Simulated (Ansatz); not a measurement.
SrAg₅:
```yaml
crystal:
  lattice:
    - [5.71097, 0.00000, 0.00000]
    - [-2.85549, 4.94585, 0.00000]
    - [0.00000, 0.00000, 4.59550]
  atoms:
    - { symbol: Sr, position: [0.00000, 0.00000, 0.00000] }
    - { symbol: Ag, position: [0.66667, 0.33333, 0.00000] }
    - { symbol: Ag, position: [0.33333, 0.66667, 0.00000] }
    - { symbol: Ag, position: [0.50000, 0.00000, 0.50000] }
    - { symbol: Ag, position: [0.50000, 0.50000, 0.50000] }
    - { symbol: Ag, position: [0.00000, 0.50000, 0.50000] }
```

Relaxed with r²SCAN. Special points in fractions of this cell's reciprocal vectors: Γ (0.000, 0.000, 0.000); M (0.500, 0.000, 0.000); K (0.333, 0.333, 0.000); A (0.000, 0.000, 0.500); L (0.500, 0.000, 0.500); H (0.333, 0.333, 0.500).

Question: List the band energies nearest the Fermi level at these points for plane-wave PAW r²SCAN (Ansatz code).

Answer: In eV from the Fermi level; about four levels below and three above (degenerate sets whole), none deeper than 8.9 eV; points with the same levels are listed once.

| k | below | above |
|---|---|---|
| Γ | -3.30 -3.30 -3.28 -0.45 | 0.42 0.42 0.76 |
| M | -3.98 -3.30 -0.42 -0.24 | 1.69 2.52 2.99 |
| K | -3.68 -3.68 -3.30 -2.52 | 1.86 2.39 2.39 |
| A | -3.79 -3.33 -3.33 -3.28 | 0.29 0.29 0.34 |
| L | -3.32 -2.24 -2.14 -1.56 | 1.18 1.19 1.27 |
| H | -1.62 -1.62 -0.04 -0.04 | 3.72 3.72 3.79 3.79 |

Space group P6/mmm. The workflow started from a Materials Project entry (that database holds measured and hypothetical structures alike); the Crystallography Open Database files this formula in space group No. 191, but the cells were not matched. Its standing as an ambient phase is unchecked. The r²SCAN relaxation kept the symmetry of its start; whether a distortion lowers the energy is not shown. The run is not spin-polarised. Spin–orbit coupling is left out wherever it is not named.

Potentials: the later of the program's two PAW sets.
